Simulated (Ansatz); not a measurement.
SrVO$_{3}$:
```
SrVO3
1.0
    3.84044     0.00000     0.00000
    0.00000     3.84044     0.00000
    0.00000     0.00000     3.84044
Sr V O
1 1 3
Direct
  0.50000   0.50000   0.50000
  0.00000   0.00000   0.00000
  0.00000   0.00000   0.50000
  0.50000   0.00000   0.00000
  0.00000   0.50000   0.00000
```
Starting moments (μB, in the order of the atoms Sr V O O O): 0.0 1.1 0.0 0.0 0.0.

Relaxed with r²SCAN.

Problem. Map the spin density (μB/Å³) on the plane through (0.500, 0.500, 0.500) spanned by u = [1, 0, 0] and v = [0, 1, 1] in lattice vectors, from r²SCAN in the plane-wave PAW code Ansatz.

Solution. x is the fraction of u, y of v (the angle between them is 90°; rows are the nearest grid lines); atoms in the plane: Sr at (0.00, 0.00), V at (0.50, 0.50), O at (0.00, 0.50).
```
y \ x    0.000   0.105   0.158  0.263  0.368  0.474  0.526  0.632  0.737   0.842   0.895    1.00
------  ------  ------  ------  -----  -----  -----  -----  -----  -----  ------  ------  ------
1.00     0.000  -0.001  -0.001  0.000  0.000  0.000  0.000  0.000  0.000  -0.001  -0.001   0.000
0.926   -0.001  -0.001   0.000  0.000  0.000  0.000  0.000  0.000  0.000   0.000  -0.001  -0.001
0.852    0.000   0.000   0.001  0.001  0.000  0.000  0.000  0.000  0.001   0.001   0.000   0.000
0.778    0.000   0.001   0.001  0.003  0.005  0.005  0.005  0.005  0.003   0.001   0.001   0.000
0.704   -0.001   0.000   0.002  0.012  0.028  0.035  0.035  0.028  0.012   0.002   0.000  -0.001
0.630   -0.004  -0.002   0.003  0.032  0.146  0.240  0.240  0.146  0.032   0.003  -0.002  -0.004
0.556   -0.021  -0.020  -0.005  0.026  0.332  0.901  0.901  0.332  0.026  -0.005  -0.020  -0.021
0.444   -0.021  -0.020  -0.005  0.026  0.332  0.901  0.901  0.332  0.026  -0.005  -0.020  -0.021
0.370   -0.004  -0.002   0.003  0.032  0.146  0.240  0.240  0.146  0.032   0.003  -0.002  -0.004
0.296   -0.001   0.000   0.002  0.012  0.028  0.035  0.035  0.028  0.012   0.002   0.000  -0.001
0.222    0.000   0.001   0.001  0.003  0.005  0.005  0.005  0.005  0.003   0.001   0.001   0.000
0.148    0.000   0.000   0.001  0.001  0.000  0.000  0.000  0.000  0.001   0.001   0.000   0.000
0.0741  -0.001  -0.001   0.000  0.000  0.000  0.000  0.000  0.000  0.000   0.000  -0.001  -0.001
0.000    0.000  -0.001  -0.001  0.000  0.000  0.000  0.000  0.000  0.000  -0.001  -0.001   0.000
```

The density is the valence pseudo-density with augmentation charge, so density and ELF within about 1 Å of a nucleus are not all-electron values.

Space group Pm-3m (cubic perovskite). The cell was relaxed with r²SCAN under the symmetry of its start. Magnetic state: ferromagnetic, chosen from 5 collinear starts compared on coarse meshes (ties went to the first, and starts can fall back to one state), not a proven ground state. Other orbital occupations within this spin state were not tried. No Hubbard U is applied.

Potentials: the later of the program's two PAW sets.
